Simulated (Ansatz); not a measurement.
AlP (CsCl type, Pm-3m) at seven volumes, DFT-PBE in the program Ansatz with PAW potentials, scaled uniformly. One row is withheld.

```csv
V (Å³/atom),P (GPa)
13.807,?
14.262,6.53
14.717,2.97
15.173,0.01
15.628,-2.43
16.083,-4.57
16.538,-6.44
```

Question: Fit the shown pressures and predict the withheld one.

Answer: P = (3/2)B₀(x^(7/2) − x^(5/2))[1 + (3/4)(B′ − 4)(x − 1)] with x = (V₀/V)^(2/3). Least squares on the six rows gives V₀ = 15.179 Å³/atom, B₀ = 90.6 GPa, B′ = 4.51. At V = 13.807, x = 1.0652 and P = 10.63 GPa. The run itself gave 10.59 GPa.

The start of the workflow was typed in or built on a structure type; neither database checked (COD, Materials Project) lists it. It is not the phase usual at ambient conditions (space group No. 216). Symmetry was held in the PBE relaxation; its stability against distortions is not shown here. The volume moved by 20 % from the start of the relaxation.

Potentials: the earlier of the program's two PAW sets.
